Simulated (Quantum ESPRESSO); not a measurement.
## Mo6PdLi (input and log of a self-consistent run)

Simulated, not a measurement. The program is pw.x of Quantum ESPRESSO 7.5 (plane-wave density functional theory). The cell is made up: eight metal atoms on a hexagonal close-packed lattice, with elements, volume, strain and displacements drawn at random and not relaxed, so it may be unstable or far from any real phase. PseudoDojo standard norm-conserving files set the functional (PBE unless stated); there is no spin polarisation or spin-orbit coupling, the Fermi-Dirac width of 0.25 eV means electrons at about 2900 K, and the masses in the input are unused placeholders. A spin test at this wide smearing found no moment, but such smearing suppresses magnetism that the real alloy may have.

Input:

```
&control calculation='scf', pseudo_dir='./dojo.nc.sr.pbe.v0_5.standard.upf', outdir='./o', disk_io='minimal', tprnfor=.true., tstress=.true. /
&system ibrav=0, nat=8, ntyp=3, nbnd=70, ecutwfc=82.02448710, nosym=.true., tot_charge=0,
 occupations='smearing', smearing='fd', degauss=0.0183746611
/
&electrons conv_thr=1.470e-08, electron_maxstep=70, mixing_beta=0.5 /
ATOMIC_SPECIES
Li 1.0 Li.upf
Mo 1.0 Mo.upf
Pd 1.0 Pd.upf
CELL_PARAMETERS angstrom
2.8287 0.0 4.5325
2.8287 0.0 -4.5325
-2.8287 4.8993 0.0
ATOMIC_POSITIONS angstrom
Mo -0.0072 0.0062 -0.0212
Mo -1.4328 2.4505 -0.0124
Pd 2.8439 1.6568 -2.2128
Mo 1.3739 4.026 -2.3378
Li 2.8021 -0.0345 0.0067
Mo 1.4267 2.4574 -0.0038
Mo 2.8043 1.6534 2.2456
Mo 1.4189 4.0848 2.2582
K_POINTS automatic
6 6 5 1 1 1
```

The log is shortened where brackets say so; the opening notice, blank lines, dates and the lines on written files are dropped, and the path of the files is cut. It prints rydbergs, bohrs and kilobars, and counts compression as positive stress. Its total energy is the free energy E - TS of the whole cell.

```
     Program PWSCF v.7.5
     Parallel version (MPI & OpenMP), running on       4 processor cores
     Number of MPI processes:                 4
     Threads/MPI process:                     1
     [start-up lines left out]
     bravais-lattice index     =            0
     lattice parameter (alat)  =      10.0964  a.u.
     unit-cell volume          =     847.7842 (a.u.)^3
     number of atoms/cell      =            8
     number of atomic types    =            3
     number of electrons       =       105.00
     number of Kohn-Sham states=           70
     kinetic-energy cutoff     =      82.0245  Ry
     charge density cutoff     =     328.0979  Ry
     scf convergence threshold =      1.5E-08
     mixing beta               =       0.5000
     number of iterations used =            8  plain     mixing
     Exchange-correlation= PBE
                           (   1   4   3   4   0   0   0)
     [axes and pseudopotential details left out]
   Cartesian axes
     site n.     atom                  positions (alat units)
         1        Mo     tau(   1) = (  -0.0013476   0.0011604  -0.0039680  )
         2        Mo     tau(   2) = (  -0.2681759   0.4586579  -0.0023209  )
         3        Pd     tau(   3) = (   0.5322903   0.3101018  -0.4141678  )
         4        Mo     tau(   4) = (   0.2571517   0.7535429  -0.4375640  )
         5        Li     tau(   5) = (   0.5244666  -0.0064573   0.0012540  )
         6        Mo     tau(   6) = (   0.2670342   0.4599494  -0.0007112  )
         7        Mo     tau(   7) = (   0.5248784   0.3094654   0.4203070  )
         8        Mo     tau(   8) = (   0.2655743   0.7645485   0.4226653  )
     number of k points=    90  Fermi-Dirac smearing, width (Ry)=  0.0184
                       cart. coord. in units 2pi/alat
        k(    1) = (   0.1573974   0.1999278   0.0000000), wk =   0.0222222
        k(    2) = (   0.1573974   0.4180309   0.0000000), wk =   0.0222222
     [further k points left out]
     Dense  grid:    85123 G-vectors     FFT dimensions: (  60,  60,  64)
     Estimated max dynamical RAM per process >     401.62 MB
     Estimated total dynamical RAM >       1.51 GB
     Initial potential from superposition of free atoms
     starting charge     104.9867, renormalised to     105.0000
     Starting wfcs are   71 randomized atomic wfcs
     total cpu time spent up to now is        5.9 secs
     per-process dynamical memory:   341.1 Mb
     Self-consistent Calculation
     iteration #  1     ecut=    82.02 Ry     beta= 0.50
     Davidson diagonalization with overlap
     ethr =  1.00E-02,  avg # of iterations =  4.9
     total cpu time spent up to now is       21.4 secs
     total energy              =   -1124.79702600 Ry
     estimated scf accuracy    <       6.52453948 Ry
     iteration #  2     ecut=    82.02 Ry     beta= 0.50
     Davidson diagonalization with overlap
     ethr =  6.21E-03,  avg # of iterations =  3.0
     total cpu time spent up to now is       35.5 secs
     total energy              =   -1127.81782973 Ry
     estimated scf accuracy    <      13.53105991 Ry
     iteration #  3     ecut=    82.02 Ry     beta= 0.50
     Davidson diagonalization with overlap
     ethr =  6.21E-03,  avg # of iterations =  2.0
     total cpu time spent up to now is       48.6 secs
     total energy              =   -1128.49121060 Ry
     estimated scf accuracy    <       3.08935188 Ry
     iteration #  4     ecut=    82.02 Ry     beta= 0.50
     Davidson diagonalization with overlap
     ethr =  2.94E-03,  avg # of iterations =  1.0
     total cpu time spent up to now is       59.7 secs
     total energy              =   -1128.33861947 Ry
     estimated scf accuracy    <       1.71912957 Ry
     iteration #  5     ecut=    82.02 Ry     beta= 0.50
     Davidson diagonalization with overlap
     ethr =  1.64E-03,  avg # of iterations =  2.0
     total cpu time spent up to now is       72.3 secs
     total energy              =   -1128.56746365 Ry
     estimated scf accuracy    <       0.18892384 Ry
     [iterations 6 to 15 left out]
     iteration # 16     ecut=    82.02 Ry     beta= 0.50
     Davidson diagonalization with overlap
     ethr =  2.07E-09,  avg # of iterations =  1.0
     total cpu time spent up to now is      216.7 secs
     total energy              =   -1128.58511925 Ry
     estimated scf accuracy    <       0.00000006 Ry
     iteration # 17     ecut=    82.02 Ry     beta= 0.50
     Davidson diagonalization with overlap
     ethr =  6.11E-11,  avg # of iterations =  2.0
     total cpu time spent up to now is      230.6 secs
     total energy              =   -1128.58511925 Ry
     estimated scf accuracy    <       0.00000016 Ry
     iteration # 18     ecut=    82.02 Ry     beta= 0.50
     Davidson diagonalization with overlap
     ethr =  6.11E-11,  avg # of iterations =  1.9
     total cpu time spent up to now is      243.1 secs
     total energy              =   -1128.58511926 Ry
     estimated scf accuracy    <       0.00000003 Ry
     iteration # 19     ecut=    82.02 Ry     beta= 0.50
     Davidson diagonalization with overlap
     ethr =  2.97E-11,  avg # of iterations =  2.0
     total cpu time spent up to now is      255.4 secs
     total energy              =   -1128.58511927 Ry
     estimated scf accuracy    <       0.00000004 Ry
     iteration # 20     ecut=    82.02 Ry     beta= 0.50
     Davidson diagonalization with overlap
     ethr =  2.97E-11,  avg # of iterations =  1.0
     total cpu time spent up to now is      266.7 secs
     End of self-consistent calculation
     [lines on levels left out]
!    total energy              =   -1128.58511927 Ry
     estimated scf accuracy    <          8.5E-10 Ry
     smearing contrib. (-TS)   =      -0.13092646 Ry
     internal energy E=F+TS    =   -1128.45419281 Ry
     The total energy is F=E-TS. E is the sum of the following terms:
     one-electron contribution =    -283.35597756 Ry
     hartree contribution      =     197.81822833 Ry
     xc contribution           =    -169.25253217 Ry
     ewald contribution        =    -873.66391141 Ry
     convergence has been achieved in  20 iterations
     Forces acting on atoms (cartesian axes, Ry/au):
     atom    1 type  2   force =    -0.00092119   -0.02391231    0.02226435
     atom    2 type  2   force =    -0.01348442    0.01074693    0.01519041
     atom    3 type  3   force =    -0.00959410   -0.02280462   -0.01322473
     atom    4 type  2   force =    -0.00717783    0.01092938    0.00296018
     atom    5 type  1   force =     0.00629950    0.00833286   -0.01243888
     atom    6 type  2   force =     0.01433755    0.01535023    0.01091921
     atom    7 type  2   force =     0.00634206   -0.00180169   -0.01610584
     atom    8 type  2   force =     0.00419844    0.00315922   -0.00956470
     Total force =     0.061720     Total SCF correction =     0.000084
     Computing stress (Cartesian axis) and pressure
          total   stress  (Ry/bohr**3)                   (kbar)     P=      -25.57
  -0.00021519  -0.00000433   0.00000276          -31.66       -0.64        0.41
  -0.00000433  -0.00027165   0.00005684           -0.64      -39.96        8.36
   0.00000276   0.00005684  -0.00003471            0.41        8.36       -5.11
     init_run     :      5.61s CPU      5.84s WALL (       1 calls)
     electrons    :    255.00s CPU    260.84s WALL (       1 calls)
     forces       :      2.07s CPU      2.07s WALL (       1 calls)
     stress       :      6.96s CPU      6.96s WALL (       1 calls)
     [timing details left out]
     PWSCF        :   4m29.72s CPU   4m35.82s WALL
     JOB DONE.
```

In other units: free energy -15355.183 eV for the cell, pressure -2.56 GPa, largest force component 0.615 eV/Å in size. The run took 278 s of wall time with four MPI processes on a shared machine (AMD EPYC, Zen 5, virtual cores), so the time is rough. A rerun of this cell at a higher cutoff and on a denser mesh moved values by no more than 0.005 eV in energy, 0.02 GPa in stress and 0.006 eV/Å in force, and a second program with other atomic files agreed on that cell to 2 % rms in force and 0.5 GPa in pressure.